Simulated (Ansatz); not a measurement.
Space group Cmce (No. 64). a = 9.067 Å, b = 10.156 Å, c = 8.957 Å, α = 90.00°, β = 90.00°, γ = 90.00°
| atom | site | symmetry | x | y | z |
| --- | --- | --- | --- | --- | --- |
| Si | 16g | 1 | 0.1701 | 0.8648 | 0.9080 |
| O | 8d | 2.. | 0.8207 | 0.0000 | 0.0000 |
| O | 8e | .2. | 0.7500 | 0.1150 | 0.2500 |
| O | 8f | m.. | 0.5000 | 0.1751 | 0.3806 |
| O | 8c | -1 | 0.2500 | 0.2500 | 0.0000 |

Equation of state of this SiO$_{2}$ structure (not necessarily the ground state), with shape and atoms relaxed at each volume where symmetry leaves them free. All numbers below come from Ansatz 0.2.0, DFT r2SCAN, scalar-relativistic, plane waves, PAW.

Plane waves to 500 eV, a k mesh through Γ of 4×4×4 on the computed 24-atom cell and Gaussian smearing (0.02 eV); no spin polarisation.

| V (Å³/atom) | E − E(largest V) (meV/atom) | P (GPa) | gap on mesh (eV) |
| --- | --- | --- | --- |
| 15.122 | -1.10 | 8.26 | 6.34 |
| 15.637 | -23.73 | 5.84 | 6.31 |
| 16.153 | -38.81 | 3.65 | 6.24 |
| 16.668 | -47.25 | 1.68 | 6.17 |
| 17.184 | -49.90 | 0.00 | 6.12 |
| 17.699 | -46.85 | -2.29 | 6.07 |
| 18.215 | -33.83 | -5.78 | 5.99 |
| 18.902 | 0.00 | -9.87 | 5.82 |

Problem. Does one Birch–Murnaghan curve describe these points?

Solution. Not well: the fit leaves 1.10 meV/atom rms, which suggests a change of structure or state along the series.

The gaps are read on the mesh, which can miss the band edges, so they can be too wide.

This form isn't the usual stable structure of the compound.

Cost: 8 runs of about 86 core-minutes in all, on Oxide Virtual Turin-like Processor (Zen 5) (shared hosts).